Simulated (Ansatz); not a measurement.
A relaxation computed with Ansatz, from input to last step.

```yaml
crystal:
  lattice:
    - [0.0, 3.2203788357, 3.2203788357]
    - [3.2203788357, 0.0, 3.2203788357]
    - [3.2203788357, 3.2203788357, 0.0]
  atoms:
    - { symbol: Sb, position: [0.5, 0.5, 0.5] }
    - { symbol: Pd, position: [0.75, 0.75, 0.75] }
    - { symbol: Pd, position: [0.25, 0.25, 0.25] }
    - { symbol: Pd, position: [0.0, 0.0, 0.0] }
basis:
  ecutwfc: 420
kpoints:
  mp_grid: { grid: [12, 12, 12] }
hamiltonian:
  xc: lda
scf:
  occupations: { method: gaussian, width: 0.1 }
output:
  forces: true
  stress: true
  eigenvalues: true
relax:
  adjacent_minimum: "off"
  f_tol: 0.005
  max_steps: 50
  cell: { stress_tol: 0.05 }
```

```bash
ansatz run input.yaml --threads 1 --pin off --max-ram 2560MiB --backend cpu --events-out ev --progress --plain --runs-dir out
```

Level of theory: DFT LDA, scalar-relativistic, plane waves, PAW (Ansatz).

Of 5 frames 5 are shown, positions in Å and forces in eV/Å; the SCF threshold varies from step to step. Steps run on the plane waves of an earlier cell, with a Pulay correction in the pressure. The basis is chosen afresh for the last frame, the zero of the energies, and at times for earlier ones too; energy and pressure step there, also at an unchanged geometry. The mark taken_back stands on steps that the optimiser undid.

```xyz
4
Lattice="0.0000 3.2204 3.2204 3.2204 0.0000 3.2204 3.2204 3.2204 0.0000" Properties=species:S:1:pos:R:3:forces:R:3 pbc="T T T" step=1 free_energy_over_end_meV_per_atom=47.24 pressure_GPa=-11.46
Sb    3.2204    3.2204    3.2204    0.0000    0.0000    0.0000
Pd    4.8306    4.8306    4.8306    0.0000    0.0000    0.0000
Pd    1.6102    1.6102    1.6102    0.0000    0.0000    0.0000
Pd    0.0000    0.0000    0.0000    0.0000    0.0000    0.0000
4
Lattice="0.0000 3.0634 3.0634 3.0634 0.0000 3.0634 3.0634 3.0634 0.0000" Properties=species:S:1:pos:R:3:forces:R:3 pbc="T T T" step=2 free_energy_over_end_meV_per_atom=54.64 pressure_GPa=17.32 taken_back
Sb    3.0634    3.0634    3.0634    0.0000    0.0000    0.0000
Pd    4.5951    4.5951    4.5951    0.0000    0.0000    0.0000
Pd    1.5317    1.5317    1.5317    0.0000    0.0000    0.0000
Pd    0.0000    0.0000    0.0000    0.0000    0.0000    0.0000
4
Lattice="0.0000 3.1541 3.1541 3.1541 0.0000 3.1541 3.1541 3.1541 0.0000" Properties=species:S:1:pos:R:3:forces:R:3 pbc="T T T" step=3 free_energy_over_end_meV_per_atom=1.17 pressure_GPa=-2.38
Sb    3.1541    3.1541    3.1541    0.0000    0.0000    0.0000
Pd    4.7311    4.7311    4.7311    0.0000    0.0000    0.0000
Pd    1.5770    1.5770    1.5770    0.0000    0.0000    0.0000
Pd    0.0000    0.0000    0.0000    0.0000    0.0000    0.0000
4
Lattice="0.0000 3.1404 3.1404 3.1404 0.0000 3.1404 3.1404 3.1404 0.0000" Properties=species:S:1:pos:R:3:forces:R:3 pbc="T T T" step=4 free_energy_over_end_meV_per_atom=-0.42 pressure_GPa=-0.01
Sb    3.1404    3.1404    3.1404    0.0000    0.0000    0.0000
Pd    4.7106    4.7106    4.7106    0.0000    0.0000    0.0000
Pd    1.5702    1.5702    1.5702    0.0000    0.0000    0.0000
Pd    0.0000    0.0000    0.0000    0.0000    0.0000    0.0000
4
Lattice="0.0000 3.1404 3.1404 3.1404 0.0000 3.1404 3.1404 3.1404 0.0000" Properties=species:S:1:pos:R:3:forces:R:3 pbc="T T T" step=5 free_energy_over_end_meV_per_atom=0.00 pressure_GPa=0.01
Sb    3.1404    3.1404    3.1404    0.0000    0.0000    0.0000
Pd    4.7106    4.7106    4.7106    0.0000    0.0000    0.0000
Pd    1.5702    1.5702    1.5702    0.0000    0.0000    0.0000
Pd    0.0000    0.0000    0.0000    0.0000    0.0000    0.0000
```

Time: 57 s on 1 thread of Arm Neoverse V1, on a shared host, peak memory 0.43 GiB.